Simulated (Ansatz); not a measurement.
## ScFeF$_{2}$ in Ansatz, settings compared

Run with:

```bash
ansatz run input.yaml --threads 1 --pin off --max-ram 2560MiB --backend cpu --events-out ev --progress --plain --runs-dir out
```

The input file (Ansatz 0.2.0, plane waves):

```yaml
crystal:
  lattice:
    - [1.63546778, 2.83271067, 0.0]
    - [-1.63546778, 2.83271067, 0.0]
    - [0.0, 0.0, 11.59513547]
  atoms:
    - { symbol: Fe, position: [0.3333, 0.3334, 0.25] }
    - { symbol: Fe, position: [0.6666, 0.6667, 0.75] }
    - { symbol: Sc, position: [0.0, 0.0, 0.0] }
    - { symbol: Sc, position: [0.0, 0.0, 0.5] }
    - { symbol: F, position: [0.3333, 0.3334, 0.0895] }
    - { symbol: F, position: [0.6666, 0.6667, 0.5895] }
    - { symbol: F, position: [0.3333, 0.3334, 0.4105] }
    - { symbol: F, position: [0.6667, 0.6667, 0.9105] }
  symmetry: { tolerance: 0.0003 }
kpoints:
  mp_grid: { grid: [6, 6, 2], shift: [0, 0, 0] }
magnetization:
  spin_polarized: false
scf:
  occupations: { method: fermi_dirac }
hamiltonian:
  pseudopotentials: { kind: paw }
  xc: r2scan
basis:
  ecutwfc: 500
output:
  forces: true
  stress: true
  eigenvalues: true
```

Origin of the cell: a known structure type with other elements, at an estimated volume, so it need not be a known compound.

The smearing width isn't typed, so it takes its default of 0.1 eV.

Output of this run (shortened):

```
Warning: the atoms were moved onto the symmetric positions of the space group found under crystal.symmetry.tolerance 3.0e-4 (fractional; no operation is sought that the atoms, as they stand i […]
Pseudopotentials: kind: paw
Pseudopotential: Fe, paw, valence charge 16, recommended cutoff 500 eV (meta_gga), Fe.paw.azcp
Pseudopotential: Sc, paw, valence charge 11, recommended cutoff 500 eV (meta_gga), Sc.paw.azcp
Pseudopotential: F, paw, valence charge 7, recommended cutoff 500 eV (meta_gga), F.paw.azcp
Functional definition: r2SCAN
  exchange = r2scan_x(k0 = k0, k1 = k1, a1 = a1)
  correlation = r2scan_c
Crystal: 8 atoms, lattice volume = 107.436 Å³
Basis set: ecut = 500 eV, 2701 PW (Γ), exchange–correlation on 96×96×360 points (64 copies of the dense FFT grid, shifted against one another)
Bands: 50, of which v1, the nominal top of the filled ones, is band 41 counted from 1 (40 counted from 0)
[… 12 lines left out …]
Initial density: superposition of atomic densities (neutral atoms: chi_scale 0, normalization atom), corrected by the library's trained network
Functional: x = r2scan, c = r2scan; τ floored in thin density (d = 2e-4 eV/Å³)
SCF iter   1: F=—  HF=-16490.862090 eV  Δρ=2.35e-2  dr2=5.69e-1  dr2_τ=3.05e-1
SCF iter   2: F=—  HF=-16491.432339 eV  Δρ=7.72e-2  dr2=1.00e1  dr2_τ=1.32e-1  recentre
SCF iter   3: F=—  HF=-16491.188621 eV  Δρ=2.05e-2  dr2=3.53e-1  dr2_τ=1.03e-2
SCF iter   4: F=—  HF=-16491.189749 eV  Δρ=1.43e-2  dr2=6.44e-2  dr2_τ=6.71e-3
SCF iter   5: F=—  HF=-16491.206943 eV  Δρ=8.15e-3  dr2=1.78e-2  dr2_τ=3.87e-3
[… 6 lines left out …]
SCF iter  12: F=—  HF=-16491.215567 eV  Δρ=2.70e-5  dr2=9.05e-7  dr2_τ=4.80e-8
SCF iter  13: F=—  HF=-16491.215569 eV  Δρ=1.58e-5  dr2=3.12e-7  dr2_τ=4.19e-9
SCF iter  14: F=—  HF=-16491.215569 eV  Δρ=1.22e-5  dr2=2.29e-7  dr2_τ=2.10e-9
SCF iter  15: F=—  HF=-16491.215569 eV  Δρ=8.18e-6  dr2=1.01e-7  dr2_τ=9.21e-10
SCF iter  16: F=-16491.215569 eV  HF=-16491.215569 eV  Δρ=1.62e-6  dr2=4.11e-9  dr2_τ=5.48e-11
SCF 1 converged in 16 iterations: F = -16491.215569 eV  dr2 = 4.11e-9
SCF converged after 16 iterations
Free energy (F): -16491.215569 eV
Harris-Foulkes:  -16491.215569 eV  (|F-HF|=3.87e-9)
Internal energy: -16490.909890 eV  (E = F + TS)
E sigma→0 (E₀):  -16491.062729 eV
Entropy (-TS):   -0.305679 eV (-38.210 meV/atom)
Fermi energy:    11.475950 eV
--- Per-component energies (eV) ---
  E_band       = -1156.285119
  E_kinetic    = 2064.911194
  E_local      = -9548.888284  (includes V_loc(G=0)·N_el)
  E_nonlocal   = 918.889524
  E_hartree    = 3793.951042
  E_xc         = -739.728305
  E_vxc        = -1075.772387  (∫ρ·V_xc dr)
  E_paw        = -5507.294308  (= ΣΔE_a)
  E_vpaw       = -1178.040615  (= ΣTr[D̂ρ^β])
  E_aug_tail   = 0.004990  (compensation charges beyond the density's cutoff)
  E_vtau       = 74.712115  (kinetic-family band-sum trace: ∫τ·v_τ [+ j·A + Jᵃ·Aᵃ] dr)
  E_ewald      = -7471.574243
  E_core_change = -1.181500  (= ΣΔE_core)
  E_smearing   = -0.305679  (= −TS)
  Σ components = -16491.215569   (vs F -16491.215569, Δ=0.00e0)
--- Forces (eV/Å), atoms counted from 1 ---
  atom   1  Fe     0.000000     0.000000     0.000000
[… 2 lines left out …]
  atom   4  Sc     0.000000     0.000000     0.000000
  atom   5  F      0.000000     0.000000    -1.771567
  atom   6  F     -0.000000    -0.000000    -1.771567
  atom   7  F      0.000000     0.000000     1.771567
  atom   8  F      0.000000    -0.000000     1.771567
  max |Σ_I F_I| component: 2.22e-16 eV/Å
--- Stress (GPa, compression-positive) ---
       -0.765237       0.000000       0.000000
       -0.000000      -0.765237       0.000000
        0.000000       0.000000       6.737199
  P = ⅓ Tr σ = 1.7356 GPa (17.356 kbar)
```

The same input was run again with these changes:

1. `scf.lower_state_search` default → standard; `scf.occupations.method` fermi_dirac → tetrahedron
2. `scf.mixing.algorithm` default → anderson; `scf.mixing.beta` default → 0.5; `scf.occupations.method` fermi_dirac → tetrahedron_uncorrected
3. `scf.mixing.algorithm` default → broyden; `scf.mixing.beta` default → 0.3; `scf.mixing.ndim` default → 8; `basis.xc_grid` default → 2
4. `accuracy` default → medium; `basis.ecutwfc` 500 → "44.1 Ry"

| run | end | SCF iterations | P (GPa) | max force component (eV/Å) | moment (μB) | ΔE(σ→0) (meV/atom) |
| --- | --- | --- | --- | --- | --- | --- |
| base | converged | 16 | 1.74 | 1.772 | – | 0 |
| 1 | converged | 13 | 1.49 | 1.725 | – | -2.09 |
| 2 | converged | 14 | 1.57 | 1.816 | – | 8.45 |
| 3 | converged | 14 | 1.74 | 1.763 | – | -0.11 |
| 4 | converged | 15 | 1.70 | 1.774 | – | -4.02 |

Energies are compared only where functional, datasets, charge and starting cell are the same.

Caveats of the base run: no spin polarisation, so a magnetic state may lie lower; the k mesh is coarse if the cell is a metal.

Run 1: forces and stress under tetrahedra may miss the slope of the energy.

The base run ran for 14 s on 1 thread of Arm Neoverse V2 (shared host), peak memory 0.62 GiB, from the program's own first density.
